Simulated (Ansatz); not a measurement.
Is this TiSn3O8 structure a true minimum?

The structure comes from a generated guess, relaxed at this level; another structure or a mixture of phases may lie lower.

Theory: DFT PBE, scalar-relativistic, plane waves, PAW (Ansatz 0.2.0). Cutoff 420 eV; k points 6×6×6 on the computed 12-atom cell (Γ-centred); Gaussian smearing, width 0.02 eV; no spin polarisation.

The cell below (12 atoms, space group Immm (No. 71)) is relaxed within its symmetry.

```
Ti Sn O
1.0
    -3.17743    3.37838    3.38371
     3.17743   -3.37838    3.38371
     3.17743    3.37838   -3.38371
Ti Sn O
1 3 8
Direct
  0.50000 0.50000 0.00000
  0.00000 0.74882 0.74882
  0.00000 0.25118 0.25118
  0.50000 0.00000 0.50000
  0.68945 0.45164 0.76219
  0.68945 0.92727 0.23781
  0.79973 0.50000 0.29973
  0.80399 0.00000 0.80399
  0.31055 0.07273 0.76219
  0.31055 0.54836 0.23781
  0.20027 0.50000 0.70027
  0.19601 0.00000 0.19601
```

For the test it was strained at random (σ = 1.5 % a component), the atoms were moved at random (σ = 0.05 Å), and all was relaxed again on a coarse 4×4×4 mesh (in the run’s order of axes) with 0.10 eV smearing, with no symmetry imposed.

Problem. Does it come back?

Solution. It returns, within 1 meV/atom of the unmoved cell on that mesh and with the same symmetry when read at 0.1 Å. So it is stable against the distortions that fit this cell and that this random move excites. Modes that don't fit the cell aren't tested.
